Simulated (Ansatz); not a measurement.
Total density of states per atom from r²SCAN (plane waves, PAW; program Ansatz), in 0.25 eV bins, energy from the valence-band maximum:

```tsv
E (eV)	states/eV/atom
-7.85	0.00
-7.60	0.00
-7.35	0.00
-7.10	0.00
-6.85	0.00
-6.60	0.00
-6.35	0.00
-6.10	0.00
-5.85	0.00
-5.60	0.00
-5.35	0.00
-5.10	0.00
-4.85	0.00
-4.60	0.00
-4.35	0.00
-4.10	0.00
-3.85	0.00
-3.60	0.00
-3.35	0.00
-3.10	0.00
-2.85	0.00
-2.60	0.07
-2.35	0.73
-2.10	1.19
-1.85	1.20
-1.60	1.75
-1.35	1.35
-1.10	1.22
-0.85	1.80
-0.60	1.63
-0.35	2.45
-0.10	1.00
0.15	0.00
0.40	0.00
0.65	0.00
0.90	0.00
1.15	0.00
1.40	0.00
1.65	0.00
1.90	0.00
2.15	0.00
2.40	0.00
2.65	0.00
2.90	0.00
3.15	0.00
3.40	0.00
3.65	0.00
3.90	0.00
4.15	0.00
4.40	0.00
4.65	0.00
4.90	0.00
5.15	0.00
5.40	0.00
5.65	0.00
5.90	0.00
6.15	0.00
6.40	0.00
6.65	0.00
6.90	0.00
7.15	0.00
7.40	0.00
7.65	1.48
7.90	0.92
8.15	0.00
8.40	0.00
8.65	0.01
8.90	0.02
9.15	0.03
9.40	0.05
9.65	0.12
9.90	0.67
10.15	0.97
10.40	0.13
10.65	0.15
10.90	0.15
11.15	0.22
11.40	0.36
11.65	0.63
11.90	0.83
```

### Question
Which of these materials gives this?
(A) GeW, CsCl type
(B) K2LiScF6, Fm-3m (K on 8c, Li on 4b, Sc on 4a, F on 24e)
(C) ScPd3, Cu3Au type
(D) SmOF, R-3m (Sm on 6c, O on 6c, F on 6c)

### Answer
B, K2LiScF6, Fm-3m (K on 8c, Li on 4b, Sc on 4a, F on 24e). Top 1 eV of the valence band: F 2p 98 %. Bottom 1 eV of the conduction band: Sc 3d 88 %, F 2p 10 %. Projections are on Löwdin-orthogonalised atomic valence shells; empty p or d shells of many metals are not among them.

The first step of the workflow began from a Materials Project structure, measured or hypothetical; the Crystallography Open Database copy checked does not list it. Its standing as an ambient phase is unchecked. The cell was relaxed with r²SCAN under the symmetry of its start; its stability against distortions is not shown here. No spin polarisation was allowed.

Potentials: the later of the program's two PAW sets.
